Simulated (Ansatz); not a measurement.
BN:
Space group F-43m (No. 216); a = b = c = 3.6248 Å, α = β = γ = 90.00°

```json
[
 {"atom": "N", "site": "4c", "symmetry": "-43m", "x": "0.2500", "y": "0.2500", "z": "0.2500"},
 {"atom": "B", "site": "4a", "symmetry": "-43m", "x": "0.0000", "y": "0.0000", "z": "0.0000"}
]
```
(The calculation used a cell of 2 atoms; values per cell refer to that cell.)

Relaxed with PBE. Independent-particle spectrum: no excitons, no local fields, no scissors shift; 0.1 eV broadening; ε₁ of the summed bands alone.

Problem. Tabulate the dielectric function from PBE (plane waves, PAW; program Ansatz).

Solution. 

```tsv
E (eV)	ε₁ xx	ε₂ xx
0.0	4.57	0.00
0.5	4.58	0.00
1.0	4.59	0.00
1.5	4.63	0.00
2.0	4.67	0.00
2.5	4.73	0.00
3.0	4.80	0.00
3.5	4.90	0.00
4.0	5.01	0.00
4.5	5.15	0.00
5.0	5.32	0.00
5.5	5.52	0.00
6.0	5.78	0.00
6.5	6.10	0.00
7.0	6.51	0.00
7.5	7.07	0.00
8.0	7.86	0.00
8.5	9.24	0.00
9.0	11.49	1.98
9.5	12.88	4.97
10.0	10.18	8.07
10.5	9.47	8.74
11.0	9.22	10.47
11.5	8.06	13.77
12.0	1.17	18.30
```

Problem. From ε at 9.0 eV (xx: 11.49 + 1.98i), find n, k, the normal reflectivity and the absorption coefficient.

Solution. n = 3.40, k = 0.291, R = 30 %, α = 2kE/ħc = 270000 cm⁻¹.

With all bands, ε∞ without local fields is 4.72. DFPT, with local fields, gives 4.61.

The cell was relaxed with PBE under the symmetry of its start; phonons on a q-mesh show no instability.

Potentials: the later of the program's two PAW sets.
